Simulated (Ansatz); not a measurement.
Ta₃Si:
```xyz
32
Lattice="10.1675 0.0000 0.0000 0.0000 10.1675 0.0000 0.0000 0.0000 5.1940" Properties=species:S:1:pos:R:3 pbc="T T T"
Ta     6.5688     5.2738     1.4247
Ta     9.9774     1.4851     4.0217
Ta     3.5987     4.8936     1.4247
Ta     0.1901     8.6824     4.0217
Ta     8.6824     9.9774     1.1723
Ta     5.2738     3.5987     3.7693
Ta     1.4851     0.1901     1.1723
Ta     4.8936     6.5688     3.7693
Ta     0.8731     4.0632     0.1623
Ta     1.0205     5.9568     2.7593
Ta     9.2944     6.1042     0.1623
Ta     9.1470     4.2107     2.7593
Ta     4.2107     1.0205     2.4347
Ta     4.0632     9.2944     5.0317
Ta     5.9568     9.1470     2.4347
Ta     6.1042     0.8731     5.0317
Ta     8.2652     7.2559     2.6712
Ta     7.9953     3.1814     0.0742
Ta     1.9023     2.9116     2.6712
Ta     2.1722     6.9861     0.0742
Ta     6.9861     7.9953     5.1198
Ta     7.2559     1.9023     2.5228
Ta     3.1814     2.1722     5.1198
Ta     2.9116     8.2652     2.5228
Si     8.0827     9.8574     3.7355
Si     5.3938     2.9989     1.1385
Si     2.0848     0.3100     3.7355
Si     4.7737     7.1686     1.1385
Si     7.1686     5.3938     4.0555
Si     9.8574     2.0848     1.4585
Si     2.9989     4.7737     4.0555
Si     0.3100     8.0827     1.4585
```

Relaxed with r²SCAN. Special points in fractions of this cell's reciprocal vectors: Γ (0.000, 0.000, 0.000); X (0.000, 0.500, 0.000); M (0.500, 0.500, 0.000); Z (0.000, 0.000, 0.500); R (0.000, 0.500, 0.500); A (0.500, 0.500, 0.500).

Problem. List the band energies nearest the Fermi level at these points for the program Ansatz at the r²SCAN level (PAW).

Solution. In eV from the Fermi level; about four levels below and three above (degenerate sets whole), none deeper than 8.9 eV; points with the same levels are listed once.

```tsv
k	below	above
Γ	-0.25 -0.25 -0.18 -0.01	0.02 0.27 0.27
X	-0.32 -0.32 -0.04 -0.04	0.10 0.10 0.44 0.44
M	-0.36 -0.36 -0.30 -0.30	0.15 0.15 0.68 0.68
Z	-0.58 -0.58 -0.26 -0.26	0.07 0.07 0.34 0.34
R	-0.39 -0.39 -0.31 -0.31	0.12 0.12 0.53 0.53
A	-0.47 -0.47 -0.13 -0.06 -0.06	0.16 0.29 0.34 0.34
```

Space group P4_2/n. The workflow started from a Materials Project entry (that database holds measured and hypothetical structures alike); the Crystallography Open Database copy checked does not list it. Whether it is the stable phase at ambient conditions was not checked. Symmetry was held in the r²SCAN relaxation; whether a distortion lowers the energy is not shown. No spin polarisation was allowed. Spin–orbit coupling is left out wherever it is not named.

Potentials: the later of the program's two PAW sets.
